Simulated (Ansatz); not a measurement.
SiC (zinc blende, space group No. 216), LDA in the plane-wave PAW code Ansatz: ε∞ = 6.93, cell volume 20.28 Å³. Infrared-active transverse modes:

```
ω_TO (cm⁻¹)  oscillator strength S_xx (e²/amu)
-----------  ---------------------------------
797.9                                   0.8865
```

**Question.** Compute the static dielectric constant.

**Answer.** Each mode adds (4.921e7/V) S/ω²: 3.38. So ε0 = 10.3.

**Question.** What LO frequency does the Lyddane–Sachs–Teller relation give?

**Answer.** ω_LO = ω_TO √(ε0/ε∞) = 973 cm⁻¹.

Space group F-43m (zinc blende). The cell was relaxed with LDA under the symmetry of its start.

Potentials: the earlier of the program's two PAW sets. The files were generated under PBE; for other functionals the program regenerates the frozen cores, and for LDA and PBEsol the local potential too.
